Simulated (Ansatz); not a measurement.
TaAl:
```yaml
crystal:
  lattice:
    - [3.20786, 0.00000, 0.00000]
    - [0.00000, 3.20786, 0.00000]
    - [0.00000, 0.00000, 3.20786]
  atoms:
    - { symbol: Ta, position: [0.00000, 0.00000, 0.00000] }
    - { symbol: Al, position: [0.50000, 0.50000, 0.50000] }
```

Relaxed with r²SCAN.

Task: Give the Bader charges and basin volumes of the independent atoms, r²SCAN (plane waves, PAW; program Ansatz).

Result: 

```json
[
 {"atom": "Ta1", "Bader charge (e)": "-0.38", "Bader volume (Å³)": "20.6"},
 {"atom": "Al2", "Bader charge (e)": "+0.38", "Bader volume (Å³)": "12.4"}
]
```

Space group Pm-3m (CsCl type). The start of the workflow was typed in or built on a structure type; neither database checked (COD, Materials Project) lists it. Whether it is the stable phase at ambient conditions was not checked. The r²SCAN relaxation kept the symmetry of its start. At this level the phase is mechanically unstable. No spin polarisation was allowed. Spin–orbit coupling is left out wherever it is not named.

Potentials: the later of the program's two PAW sets.
